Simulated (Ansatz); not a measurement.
Cell and atoms are relaxed with the symmetry kept. Start:

```
Zr Ti Te
1.0
     6.79255    0.00000    0.00000
     0.00000    3.92488    0.00000
    -0.01403    0.00000    6.86859
Zr Ti Te
1 1 4
Direct
  0.50000 0.50000 0.00000
  0.00000 0.00000 0.00000
  0.84443 0.50000 0.24704
  0.15557 0.50000 0.75296
  0.32374 0.00000 0.25562
  0.67626 0.00000 0.74438
```

All numbers below come from DFT r2SCAN, scalar-relativistic, plane waves, PAW in Ansatz.

Settings: cutoff 500 eV, Γ-centred mesh 6×10×6 on the computed 6-atom cell, Gaussian smearing of 0.10 eV; no spin polarisation.

Problem. What does it relax to?

Solution. The volume increases by 0.10 Å³/atom to 30.62 Å³/atom, and the energy changes by under 0.1 meV/atom. Final structure:
```
Zr Ti Te
1.0
     6.80104    0.00000    0.00299
     0.00000    3.91450    0.00000
    -0.01103    0.00000    6.90013
Zr Ti Te
1 1 4
Cartesian
  3.4005 1.9573 0.0015
  0.0000 0.0000 0.0000
  5.7371 1.9573 1.6995
  1.0529 1.9573 5.2036
  2.1934 0.0000 1.7578
  4.5966 0.0000 5.1453
```

Course of the relaxation (steps run on the plane waves of an earlier cell, and the basis is chosen afresh near the end, so energy and pressure can step there; trial steps that raised the energy were taken back; energies are free energies):

```
step E − E_final (meV/atom) largest force component (eV/Å) P (GPa) V (Å³/atom)
   1                     0.1                           0.017    -0.04        30.52
   2                     0.1                           0.029     0.08        30.57
   3                     0.0                           0.006     0.02        30.56
   4                     0.0                           0.001    -0.01        30.62
   5                     0.0                           0.001    -0.01        30.62
```

 The cell holds layers, and where no dispersion correction was added their binding is poorly described.